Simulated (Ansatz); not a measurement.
## What a change of settings does: Ba₃Sn (L12 type)

First run: DFT, LDA, norm-conserving pseudopotentials, Ansatz's default files, scalar-relativistic (Ansatz 0.2.0).

Command: `ansatz run input.yaml --threads 1 --pin off --max-ram 3072MiB --backend cpu --events-out ev --progress --plain --runs-dir out` It took 27 s on 1 thread of Intel(R) Xeon(R) Platinum 8375C CPU @ 2.90GHz (Ice Lake), with other jobs on the host, peak memory 0.57 GiB.

```yaml
crystal:
  lattice:
    - [5.337090323, 0.0, 0.0]
    - [0.0, 5.337090323, 0.0]
    - [0.0, 0.0, 5.337090323]
  atoms:
    - { symbol: Sn, position: [0.0, 0.0, 0.0] }
    - { symbol: Ba, position: [0.0, 0.5, 0.5] }
    - { symbol: Ba, position: [0.5, 0.0, 0.5] }
    - { symbol: Ba, position: [0.5, 0.5, 0.0] }
kpoints:
  mp_grid: { grid: [6, 6, 6] }
scf:
  occupations: { method: fermi_dirac, width: 0.05 }
hamiltonian:
  xc: lda
  pseudopotentials: { kind: nc }
output:
  forces: true
  stress: true
  eigenvalues: true
```

The cell comes from a relaxation on PAW files under the same functional, begun from a prototype that needn't be the stable phase.

It converges in 8 SCF iterations at a pressure of -0.03 GPa, cutoff 980 eV.

The input is then changed:

```diff
   atoms:
-    - { symbol: Sn, position: [0.0, 0.0, 0.0] }
-    - { symbol: Ba, position: [0.0, 0.5, 0.5] }
-    - { symbol: Ba, position: [0.5, 0.0, 0.5] }
-    - { symbol: Ba, position: [0.5, 0.5, 0.0] }
+    - { symbol: Sn, position: [0.0, 0.0, 0.0], spin: 0.2 }
+    - { symbol: Ba, position: [0.0, 0.5, 0.5], spin: 0.2 }
+    - { symbol: Ba, position: [0.5, 0.0, 0.5], spin: 0.2 }
+    - { symbol: Ba, position: [0.5, 0.5, 0.0], spin: 0.2 }
 kpoints:
   occupations: { method: fermi_dirac, width: 0.05 }
+  n_extra_bands: 4
 hamiltonian:
   eigenvalues: true
+magnetization:
+  spin_polarized: true
```

Q: Predict the outcome of the changed run.

A: It converges in 13 SCF iterations at a pressure of -0.03 GPa, cell moment 0.00 μB, cutoff 980 eV.
